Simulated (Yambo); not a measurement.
Yambo run on ScF₃ (space group R-3c, No. 167). The wavefunctions are norm-conserving LDA (Quantum ESPRESSO, 84 Ry, without SOC) ones on a 2×2×2 mesh (32 occupied bands); a = b = c = 5.700 Å, α = β = γ = 60.03°.

Yambo input:

```
rim_cut
HF_and_locXC
RandQpts= 1000000
RandGvec= 1 Ry
EXXRLvcs= 84 Ry
VXCRLvcs= 336 Ry
% QPkrange
 1 | 1 | 32 | 33 |
 2 | 2 | 32 | 33 |
 3 | 3 | 32 | 33 |
 4 | 4 | 32 | 33 |
%
```

k points by index: 1 = Γ, 2 = L, 3 = F, 4 = Z.

The o-*.hf file then holds:

```
#    K-point    Band    Eo [eV]    Ehf [eV]    Vxc [eV]    Vnlxc [eV]
#
    1    32    0.000000    -7.851142    -22.66187    -30.51301
    1    33    6.155284    14.49698    -17.58408    -9.242386
    2    32    -0.280255    -8.157514    -22.26112    -30.13838
    2    33    6.942487    15.36056    -18.85406    -10.43598
    3    32    -0.006159    -7.858047    -22.64945    -30.50134
    3    33    6.191894    14.58190    -17.67729    -9.287288
    4    32    -0.295409    -8.172819    -22.24123    -30.11864
    4    33    6.939946    15.35929    -18.84033    -10.42098
```
Exchange alone, without screening.

Geometry of the Materials Project entry, not relaxed at this level.

The structure is a Materials Project entry; no match was found in the copy of COD used, and its stability was not checked.
